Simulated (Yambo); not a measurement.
## Optical response of NiAl

```xyz
2
Lattice="1.9387 -1.9532 0.0000 1.9387 1.9532 0.0000 0.0000 0.0000 3.0994" Properties=species:S:1:pos:R:3 pbc="T T T"
Al     0.0000     0.0000     0.0000
Ni     1.9387     0.0000     1.5497
```

Yambo, RPA with local fields on PBEsol bands; 18×18×16 mesh, 37 bands, 4 Ry local-field block, 0.25 eV broadening; field along z.

```csv
E (eV),Im ε,"Im ε, independent particles"
0.6,6.53,6.54
1.2,5.60,5.64
1.9,8.50,8.54
2.5,13.6,13.7
3.1,8.63,8.79
3.8,7.76,7.92
4.4,9.84,9.94
5.0,9.56,9.69
5.6,10.2,10.2
6.2,7.99,8.06
6.9,6.11,6.21
7.5,4.95,5.09
8.1,4.70,4.77
8.8,3.78,3.84
9.4,3.09,3.11
10.0,2.72,2.77
10.6,2.56,2.63
11.2,2.12,2.18
11.9,1.64,1.70
12.5,1.40,1.44
13.1,1.11,1.18
13.8,0.99,1.03
14.4,0.86,0.91
15.0,0.77,0.84
15.6,0.69,0.79
16.2,0.67,0.74
16.9,0.60,0.65
17.5,0.55,0.61
18.1,0.50,0.55
18.8,0.47,0.53
19.4,0.45,0.52
20.0,0.41,0.47
```

Only interband transitions are included: the Drude term is missing, so nothing below about 0.6 eV and no real part is shown. Structure narrower than a few tenths of an eV can come from the finite k mesh.

Geometry of the Materials Project entry, not relaxed at this level.

This is not the ordinary phase of the substance; no match was found in the copy of COD used, and its stability was not checked.

The runs are not spin-polarised; magnetic order was not tried.
